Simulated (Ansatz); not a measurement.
This guess for Be4Se is about to be relaxed.

```cif
data_structure
_symmetry_space_group_name_H-M 'P 1'
_symmetry_Int_Tables_number 1
_cell_length_a 4.3755
_cell_length_b 4.3755
_cell_length_c 2.7096
_cell_angle_alpha 90.000
_cell_angle_beta 90.000
_cell_angle_gamma 92.798
_cell_volume 51.81
loop_
_atom_site_label
_atom_site_type_symbol
_atom_site_fract_x
_atom_site_fract_y
_atom_site_fract_z
_atom_site_occupancy
Be1 Be 0.81060 0.18940 0.50000 1
Be2 Be 0.18940 0.81060 0.50000 1
Be3 Be 0.28520 0.28520 0.00000 1
Be4 Be 0.71480 0.71480 0.00000 1
Se1 Se 0.00000 0.00000 0.00000 1
```

Level of theory: Ansatz 0.2.0, DFT PBE, scalar-relativistic, plane waves, PAW. Cutoff 420 eV, Gaussian smearing, Γ-centred meshes. Cell and atoms relax first on a coarse mesh and then on a finer one. In between, the cell is made exact in the group found at 0.06 Å. In metals the finer mesh still leaves noise of several meV/atom or more. The steps can't lower the symmetry of their start. No spin polarisation.

A guess keeps its type if space group and coordination stay and the shape of the cell changes little (axis ratios within about 15 %, angles within 6°); the volume may change.

Q: Does it keep its structure type, or change into something else?

A: It doesn't keep its type. The symmetry stays Cmmm (No. 65). The volume per atom grows by 20.0 %, from 10.4 to 12.4 Å³. The shortest distance goes from 1.72 Å (Be–Se) to 1.92 Å (Be–Be). Counting neighbours within 15 % of an atom's shortest distance, the start has Be 1/2, Se 6 and the end Be 1/6, Se 6. In detail, at the end Be on a site of symmetry 2mm is surrounded by 1 Be at 1.92 Å, 4 Be at 2.25 Å and 2 Se at 2.44 Å; Be on a site of symmetry m2m is surrounded by 5 Be at 2.12–2.25 Å, 1 Se at 2.30 Å and 2 Se at 2.88 Å; Se has 2 Be at 2.30 Å, 4 Be at 2.44 Å and 4 Be at 2.88 Å.

```
Be Se
1.0
     2.67786   -3.35884    0.00000
     2.67786    3.35884    0.00000
     0.00000    0.00000    3.45755
Be Se
4 1
Direct
  0.67956 0.67956 0.50000
  0.32044 0.32044 0.50000
  0.65802 0.34198 0.00000
  0.34198 0.65802 0.00000
  0.00000 0.00000 0.00000
```

The last run used a 10×10×12 mesh (in the run's order of axes) for its 5-atom cell and Gaussian smearing of 0.10 eV. A structure relaxed within its symmetry needn't be a true minimum.

In counts of neighbours, a slash parts the counts of unlike sites.
